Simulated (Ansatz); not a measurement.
Consider the following.

Starting cell, Al (fcc, Cu type):

```xyz
4
Lattice="4.0400 0.0000 0.0000 0.0000 4.0400 0.0000 0.0000 0.0000 4.0400" Properties=species:S:1:pos:R:3 pbc="T T T"
Al     0.0000     0.0000     0.0000
Al     2.0200     2.0200     0.0000
Al     2.0200     0.0000     2.0200
Al     0.0000     2.0200     2.0200
```

In this cell atom 3 (Al, nearest neighbour Al at 2.857 Å; its periodic images, 4.0 Å or more away, move with it) is moved by s towards the nearest neighbour, unit vector (-0.707, 0.707, 0.000); all other atoms and the cell stay fixed.

Computed with PBE (plane waves to 420 eV, PAW, scalar-relativistic; Ansatz, a quantum-chemistry and plane-wave program). k mesh 9×9×9 (Γ-centred), Fermi-Dirac smearing 0.05 eV. Energies are smeared free energies. With partly filled bands, energies and forces of such displacements shift with the k mesh and the smearing. On this mesh the relaxed cell isn't quite at rest: it carries a pressure of 0.2 GPa (compression positive) at the zero of the scan. Al was relaxed with its symmetry unable to fall. The PAW data are Ansatz's earlier set. ΔE is measured from the undisplaced structure.

The scan covers s from -0.290 to 0.290 Å in 11 points.

Task: Is this a single well or a double well?

Result: A single well with its minimum at or next to zero displacement.

Task: Is the energy the same for equal positive and negative displacements?

Result: Even: the same for both signs. With its periodic images moving along, the atom's site symmetry in this cell is m-3m.

Task: What is the force constant k = d²E/ds² of this move at s = 0?

Result: 4.35 eV/Å².

(A displaced cell: forces are minus the slopes of the energy, force constants its curvatures, and phonons follow from these.)
